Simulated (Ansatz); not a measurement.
## What a change of settings does: Co (begun as hcp type, now P6_3/mmc)

First run: DFT, PBEsol, all-electron LAPW, scalar-relativistic (Ansatz 0.2.0).

Command: `ansatz run input.yaml --threads 3 --pin off --max-ram 9216MiB --backend cpu --events-out ev --progress --plain --runs-dir out` It took 81 s on 3 threads of Intel(R) Xeon(R) Platinum 8488C (Sapphire Rapids), on a shared host, peak memory 2.1 GiB.

```yaml
crystal:
  lattice:
    - [-1.2281975812, 2.1273006124, 0.0]
    - [0.0, 0.0, 3.9720894594]
    - [3.6845927436, 2.1273006124, 0.0]
  atoms:
    - { symbol: Co, position: [0.5, 0.25, 0.166666667], spin: 1.7 }
    - { symbol: Co, position: [0.0, 0.25, 0.666666667], spin: 1.7 }
    - { symbol: Co, position: [0.0, 0.75, 0.333333333], spin: 1.7 }
    - { symbol: Co, position: [0.5, 0.75, 0.833333333], spin: 1.7 }
magnetization:
  spin_polarized: true
kpoints:
  mp_grid: { grid: [15, 9, 9] }
scf:
  occupations: { method: fermi_dirac, width: 0.1 }
hamiltonian:
  xc: pbesol
  pseudopotentials: { kind: all_electron, lapw: { basis_error: 0.001 } }
output:
  forces: true
  stress: true
  eigenvalues: true
```

The cell comes from a relaxation on PAW files under the same functional.

This run: bulk in the slab's orientation.

It converges in 8 SCF iterations at a pressure of -0.08 GPa, cell moment 6.28 μB.

A second run of a changed input logged this at its end:

```
Error: invalid value for `kpoints.mp_grid.grid`: each dimension must be in 1..=255
```

Problem. What was wrong with the input?

Solution. The fault: a k mesh that is ill-formed (a zero count, or a grid and a spacing together), by this change (others could give a like log):
```diff
 kpoints:
-  mp_grid: { grid: [15, 9, 9] }
+  mp_grid: { grid: [0, 9, 9] }
 scf:
   occupations: { method: fermi_dirac, width: 0.1 }
+  max_iter: 80
 hamiltonian:
```
